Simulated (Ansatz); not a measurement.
## A trial form of Rb4Br3

All numbers below come from DFT PBE, scalar-relativistic, plane waves, PAW in Ansatz. Cutoff 420 eV, Gaussian smearing, Γ-centred meshes. Cell and atoms relax first on a coarse mesh and then on a finer one. In between, the cell is made exact in the group found at 0.06 Å. In metals the finer mesh still leaves noise of several meV/atom or more. The steps can't lower the symmetry of their start. No spin polarisation.

The cell of Rb4Br3 is invented: random cell by space group and Wyckoff sites (Pm-3m, No. 221). Lengths were set from tabulated atomic sizes, so they are only a guess.

Space group Pm-3m (No. 221). a = 8.212 Å, b = 8.212 Å, c = 8.212 Å, α = 90.00°, β = 90.00°, γ = 90.00°
| atom | site | symmetry | x | y | z |
| --- | --- | --- | --- | --- | --- |
| Rb | 3d | 4/mm.m | 0.5000 | 0.0000 | 0.0000 |
| Rb | 1a | m-3m | 0.0000 | 0.0000 | 0.0000 |
| Br | 3c | 4/mm.m | 0.0000 | 0.5000 | 0.5000 |

Formation energies are uncorrected and refer to the elements' standard structures at the same level. The references include crystalline Br.

Problem. Which structure results?

Solution. The symmetry stays Pm-3m (No. 221). The volume per atom shrinks by 31.4 %, from 79.1 to 54.3 Å³. The shortest distance goes from 4.11 Å (Rb–Br and Rb–Rb) to 3.62 Å (Rb–Br and Rb–Rb). The energy falls by about 0.11 eV/atom (the start's value is from the coarse mesh). Conventional cell: a = 7.243 Å. Around Rb on a site of symmetry 4/mmm lie 2 Rb at 3.62 Å and 4 Br at 3.62 Å; around Rb on a site of symmetry m-3m lie 6 Rb at 3.62 Å; around Br lie 4 Rb at 3.62 Å.

```cif
data_structure
_symmetry_space_group_name_H-M 'Pm-3m'
_symmetry_Int_Tables_number 221
_cell_length_a 7.2426
_cell_length_b 7.2426
_cell_length_c 7.2426
_cell_angle_alpha 90.000
_cell_angle_beta 90.000
_cell_angle_gamma 90.000
_cell_volume 379.92
loop_
_atom_site_label
_atom_site_type_symbol
_atom_site_symmetry_multiplicity
_atom_site_Wyckoff_symbol
_atom_site_fract_x
_atom_site_fract_y
_atom_site_fract_z
_atom_site_occupancy
Rb1 Rb 3 d 0.50000 0.00000 0.00000 1
Rb2 Rb 1 a 0.00000 0.00000 0.00000 1
Br1 Br 3 c 0.00000 0.50000 0.50000 1
```

Problem. Give its energy and gap.

Solution.

* Formation energy: −0.98 eV/atom
* Gap on the 6×6×6 mesh of the 7-atom cell: 0 eV (a metal)

A negative formation energy is needed for stability but isn't enough: competing phases decide.

The last run used Gaussian smearing of 0.10 eV. An odd number of electrons in the primitive cell allows no gap without spin; a larger cell or a magnetic state could open one. The reference form of Br is held partly by dispersion forces, which this level lacks. Symmetry constrained the relaxation, so the result can be a saddle point.
